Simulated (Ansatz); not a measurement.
## CaPd5: input and output

input.yaml (Ansatz 0.2.0)

```yaml
crystal:
  lattice:
    - [2.553939, 4.423549, 0.0]
    - [-2.553939, 4.423549, 0.0]
    - [0.0, 0.0, 4.191893]
  atoms:
    - { symbol: Ca, position: [0.0, 0.0, 0.0] }
    - { symbol: Pd, position: [0.5, 0.5, 0.5] }
    - { symbol: Pd, position: [0.5, 0.0, 0.5] }
    - { symbol: Pd, position: [0.0, 0.5, 0.5] }
    - { symbol: Pd, position: [0.3333, 0.3334, 0.0] }
    - { symbol: Pd, position: [0.6666, 0.6667, 0.0] }
  symmetry: { tolerance: 0.0003 }
kpoints:
  mp_grid: { grid: [8, 8, 8], shift: [0, 0, 0] }
  band_path:
    path:
      - [0.0, 0.0, 0.0]
      - [0.49999996, -1.8e-07, 0.0]
      - [0.66666649, 0.33333307, 0.0]
      - [0.0, 0.0, 0.0]
      - [0.0, 0.0, 0.5]
      - [0.49999996, -1.8e-07, 0.5]
      - [0.66666649, 0.33333307, 0.5]
      - [0.0, 0.0, 0.5]
      - [0.49999996, -1.8e-07, 0.5]
      - [0.49999996, -1.8e-07, 0.0]
      - [0.66666649, 0.33333307, 0.5]
    npoints: 6
magnetization:
  spin_polarized: false
scf:
  occupations: { method: fermi_dirac }
  lower_state_search: "off"
  max_iter: 200
hamiltonian:
  pseudopotentials: { kind: paw }
  xc: pbesol
basis:
  ecutwfc: 420
  fft_grid_basis: typed
output:
  forces: true
  stress: true
  eigenvalues: true
  bader: true
  populations: true
  elf: true
  write_potential: true
  volumetric_format: npy
  dos:
    e_range: [-12, 8]
    de: 0.05
    projected: { site_lists: { Ca: [Ca], Pd: [Pd] } }
checkpoint:
  read: saved_state
```

The saved state is an earlier solution for the same cell, perhaps on another mesh. 

Output (shortened):

```
Warning: the atoms were moved onto the symmetric positions of the space group found under crystal.symmetry.tolerance 3.0e-4 (fractional; no operation is sought that the atoms, as they stand in a round, miss by more than twice it, and no atom is moved by as much as it), and the run uses the moved positions.
Pseudopotentials: kind: paw
Pseudopotential: Ca, paw, valence charge 10, recommended cutoff 420 eV (normal), Ca.paw.azcp
Pseudopotential: Pd, paw, valence charge 18, recommended cutoff 420 eV (normal), Pd.paw.azcp
Functional definition: PBEsol
  exchange = pbesol_x
  correlation = pbesol_c
Crystal: 6 atoms, lattice volume = 94.716 Å³
Basis set: ecut = 420 eV, 1845 PW (Γ), exchange–correlation on 72×72×60 points (8 copies of the dense FFT grid, shifted against one another)
Bands: 60, of which v1, the nominal top of the filled ones, is band 50 counted from 1 (49 counted from 0)
Symmetry: 24 space group operations
Space group: P6/mmm (ITA 191), of the structure as read, at distance tolerance 1.4e-3 Å
k-points: 50 of 512
Initial density: read from a saved state, or passed on in memory by an earlier SCF of this step, an earlier step, the calling program or the single point that the run made first
Functional: x = pbesol(κ = 0.804, μ = 0.1235), c = pbesol(β = 0.046)
SCF iter   1: F=—  Δρ=4.60e-3  dr2=2.03e-2
SCF iter   2: F=—  Δρ=2.43e-3  dr2=4.67e-3
SCF iter   3: F=—  Δρ=1.45e-3  dr2=2.16e-3
SCF iter   4: F=—  Δρ=5.70e-4  dr2=3.55e-4
SCF iter   5: F=—  Δρ=1.18e-4  dr2=1.79e-5
SCF iter   6: F=—  Δρ=1.54e-5  dr2=2.70e-7
SCF iter   7: F=-36328.5232 eV  Δρ=1.28e-6  dr2=8.54e-10
Free energy (F): -36328.5232 eV
Harris-Foulkes:  -36328.5232 eV  (|F-HF|=2.11e-10)
Internal energy: -36328.3814 eV  (E = F + TS)
E sigma→0 (E₀):  -36328.4523 eV
Entropy (-TS):   -0.1419 eV (-23.642 meV/atom)
Fermi energy:    17.9557 eV
--- Per-component energies (eV) ---
  E_band       = -919.1077
  E_kinetic    = 2867.6709
  E_local      = -11595.1012  (includes V_loc(G=0)·N_el)
  E_nonlocal   = 1158.5100
  E_hartree    = 4802.1187
  E_xc         = -982.8336
  E_vxc        = -1237.6039  (∫ρ·V_xc dr)
  E_paw        = -19262.6838  (= ΣΔE_a)
  E_vpaw       = -1716.8247  (= ΣTr[D̂ρ^β])
  E_aug_tail   = 0.0009  (compensation charges beyond the density's cutoff)
  E_ewald      = -13317.6947
  E_core_change = 1.6314  (= ΣΔE_core)
  E_smearing   = -0.1419  (= −TS)
--- Stress (GPa, compression-positive) ---
       16.8090       0.0000       0.0000
        0.0000      16.8090       0.0000
        0.0000       0.0000      23.5109
  P = ⅓ Tr σ = 19.0430 GPa (190.430 kbar)
--- Löwdin populations: 6 sites ---
  site symbol       q [e]
     0     Ca      9.4363
     1     Pd     17.3976
     2     Pd     17.3976
     3     Pd     17.3976
     4     Pd     17.4837
     5     Pd     17.4837
  spilling = 0.0340 (of n_electrons = 100.0000)
```

Origin: a database entry at a rescaled volume. Caveats: atoms or cell far from equilibrium.
